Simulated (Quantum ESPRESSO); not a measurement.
# Strain and stress in Ga3GeN4

These are calculations, not measurements. They come from pw.x of Quantum ESPRESSO 7.5, a plane-wave density functional program, with PseudoDojo standard norm-conserving files (v0.5 for PBE, v0.4.1 for LDA and PBEsol). The cells are made up: elements, strain and atom displacements were drawn at random, and nothing was relaxed. There is no spin polarisation, spin-orbit coupling or dispersion term.

The cell has 8 sites of a wurtzite lattice (rectangular cell). Sites 1 to 4 hold Ga Ga Ga Ge; sites 5 to 8 hold N N N N. Cell vectors in Å: (3.273, 0.005, 0.054); (0.008, 5.626, 0.027); (0.088, 0.026, 5.244). Settings: PBE, cutoff 1143 eV, 8 x 6 x 6 k mesh shifted by half a step, Fermi-Dirac smearing of 0.1 eV.

Each run adds the same strain along x and y to one cell, with the atoms carried along; the vectors above are those of run 4. Stress is positive in tension and P is minus a third of its trace. E is the free energy for each atom above the lowest run shown.

| run | strain (%) | s_xx (GPa) | s_yy (GPa) | s_zz (GPa) | s_xy (GPa) | P (GPa) | E (meV/atom) |
| --- | --- | --- | --- | --- | --- | --- | --- |
| 1 | -2.20 | -18.51 | -13.24 | -31.37 | -4.62 | 21.04 | 43.17 |
| 3 | -0.79 | -11.87 | -7.07 | -27.64 | -3.84 | 15.53 | 17.15 |
| 4 | 0.60 | -6.16 | -1.81 | -24.40 | -3.15 | 10.79 | 3.40 |
| 5 | 1.28 | -3.63 | 0.49 | -22.94 | -2.84 | 8.69 | 0.50 |
| 6 | 1.61 | -2.46 | 1.55 | -22.27 | -2.70 | 7.73 | 0.00 |
| 7 | 2.42 | 0.23 | 4.00 | -20.69 | -2.37 | 5.48 | 0.99 |
| 2 | -1.72 | ? | ? | ? | ? | ? | ? |

A rerun of one of these cells at 1437 eV and k mesh 10 x 8 x 8 moved values by no more than 0.002 eV in the cell's energy, 0.05 GPa in stress and 0.010 eV/Å in force.

## Worked fit

A parabola through the six runs shown gives s_xx = -8.54 + 4.10 e - 0.197 e² GPa, with e in per cent and a scatter of 0.02 GPa. The slope is a stiffness of 410 ± 3 GPa for each unit of this strain at e = 0, the sum of the responses of s_xx to strain along x and along y. The atoms are clamped, and relaxing them would in general lower it. The error is the larger of the fit's own and the change that a cubic makes, rounded up.

## Withheld run

Question: what s_xx should run 2 give?

The fit gives -16.17 GPa. The calculation gave -16.16 GPa.

| run | strain (%) | s_xx (GPa) | s_yy (GPa) | s_zz (GPa) | s_xy (GPa) | P (GPa) | E (meV/atom) |
| --- | --- | --- | --- | --- | --- | --- | --- |
| 2 | -1.72 | -16.16 | -11.04 | -30.05 | -4.35 | 19.08 | 32.90 |